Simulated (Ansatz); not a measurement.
Cu Kα1 powder pattern (kinematic, no thermal factors).
2θ (°) (relative intensity): 14.46 (1), 29.16 (13), 30.90 (26), 34.16 (1), 39.64 (6), 43.00 (100), 44.27 (60), 46.72 (21), 50.75 (1), 53.89 (9), 54.97 (1), 57.07 (1), 60.46 (3), 64.40 (18), 66.10 (5), 68.65 (1), 69.44 (2), 72.22 (3), 73.13 (3), 73.14 (2), 77.93 (6), 78.34 (1), 80.59 (28), 83.04 (10), 83.24 (7), 89.65 (1)

The pattern is computed from a structure relaxed with DFT PBE, scalar-relativistic, plane waves, PAW (Ansatz). No spin polarisation. Its elements are Al, Ni, Ti.

**Question.** Give the structure.

**Answer.** TiAl6Ni5.
Space group P4/mmm (No. 123). a = 2.891 Å, b = 2.891 Å, c = 18.361 Å, α = 90.00°, β = 90.00°, γ = 90.00°
```csv
atom,site,symmetry,x,y,z
Ti,1c,4/mmm,0.5000,0.5000,0.0000
Al,2g,4mm,0.0000,0.0000,0.7360
Al,2g,4mm,0.0000,0.0000,0.5787
Al,2g,4mm,0.0000,0.0000,0.1066
Ni,2h,4mm,0.5000,0.5000,0.6574
Ni,1d,4/mmm,0.5000,0.5000,0.5000
Ni,2h,4mm,0.5000,0.5000,0.1856
```

A pattern alone doesn't exclude other cells with like lines; this is the one computed.

The cell was found from a structure generator's guess, not taken from experiment.
